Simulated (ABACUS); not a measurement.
## Small calculations from the output for La₃S₃N (Pnma, 28 atoms in the cell; from Materials Project mp-555129, lattice scaled a little)

```yaml
crystal:
  lattice:
    - [12.50713, 0.00000, 0.00000]
    - [0.00000, 4.26222, 0.00000]
    - [0.00000, 0.00000, 13.54461]
  atoms:
    - { symbol: La, position: [0.90489, 0.75000, 0.37440] }
    - { symbol: La, position: [0.09511, 0.25000, 0.62560] }
    - { symbol: La, position: [0.59511, 0.25000, 0.87440] }
    - { symbol: La, position: [0.40489, 0.75000, 0.12560] }
    - { symbol: La, position: [0.77114, 0.75000, 0.12990] }
    - { symbol: La, position: [0.22886, 0.25000, 0.87010] }
    - { symbol: La, position: [0.72886, 0.25000, 0.62990] }
    - { symbol: La, position: [0.27114, 0.75000, 0.37010] }
    - { symbol: La, position: [0.46613, 0.75000, 0.65282] }
    - { symbol: La, position: [0.53387, 0.25000, 0.34718] }
    - { symbol: La, position: [0.03387, 0.25000, 0.15282] }
    - { symbol: La, position: [0.96613, 0.75000, 0.84718] }
    - { symbol: S, position: [0.76573, 0.25000, 0.29494] }
    - { symbol: S, position: [0.23427, 0.75000, 0.70506] }
    - { symbol: S, position: [0.73427, 0.75000, 0.79494] }
    - { symbol: S, position: [0.26573, 0.25000, 0.20506] }
    - { symbol: S, position: [0.07167, 0.25000, 0.39290] }
    - { symbol: S, position: [0.92833, 0.75000, 0.60710] }
    - { symbol: S, position: [0.42833, 0.75000, 0.89290] }
    - { symbol: S, position: [0.57167, 0.25000, 0.10710] }
    - { symbol: S, position: [0.35547, 0.25000, 0.50159] }
    - { symbol: S, position: [0.64453, 0.75000, 0.49841] }
    - { symbol: S, position: [0.14453, 0.75000, 0.00159] }
    - { symbol: S, position: [0.85547, 0.25000, 0.99841] }
    - { symbol: N, position: [0.44507, 0.75000, 0.29804] }
    - { symbol: N, position: [0.55493, 0.25000, 0.70196] }
    - { symbol: N, position: [0.05493, 0.25000, 0.79804] }
    - { symbol: N, position: [0.94507, 0.75000, 0.20196] }
```

Method: ABACUS with PBEsol, numerical atomic orbitals TZDP (confined pseudo-atomic orbitals with Gaussian additions; energy shift 0.01 Ry), PseudoDojo 0.4 standard norm-conserving PBEsol (tails mended) pseudopotentials.

Main settings: basis = TZDP numerical atomic orbitals, energy shift 0.01 Ry; KPT = Gamma 2 3 1 0 0 0; basis_type = lcao; ecutwfc = 100 Ry; smearing_method = fixed; potentials = PseudoDojo 0.4 standard norm-conserving PBEsol (tails mended); symmetry = 1; symmetry_prec = 1e-05.

The atom-centred basis is finite, which shifts total energies, pressures and forces against plane waves. The structure comes from a collection of computed structures, made at another level of theory; the collection holds predicted forms beside known ones. Its lattice was then scaled.

The cell was also run at V = 714.817 Å³ (F = -16236.72525 eV, P = -4.56 GPa) and V = 729.258 Å³ (F = -16236.25569 eV, P = -5.84 GPa), scaled uniformly; the base has V = 722.039 Å³, P = -5.22 GPa and F₀ = -16236.50488 eV.

Question: Check the pressure against the energies, and estimate the bulk modulus.

Answer: P = −dF/dV ≈ −(0.46956 eV)/(14.441 Å³) = -0.03252 eV/Å³; times 160.218 GPa per eV/Å³ this is -5.21 GPa, against -5.22 GPa from the stress tensor. B = −V dP/dV ≈ −722.039 × (-1.28 GPa)/(14.441 Å³) = 64 GPa at this volume. The curvature of the energies, B = V (F₊ + F₋ − 2F₀)/(ΔV/2)², gives 64 GPa. Shape and fractional positions were held, which usually makes B too large where they are free.

The atomic orbitals were generated for these runs; they are not ABACUS's published sets and were checked against plane waves on a few crystals only.

“Tails mended”: in these copies of the files the far tail of each local potential was reset to the Coulomb form.
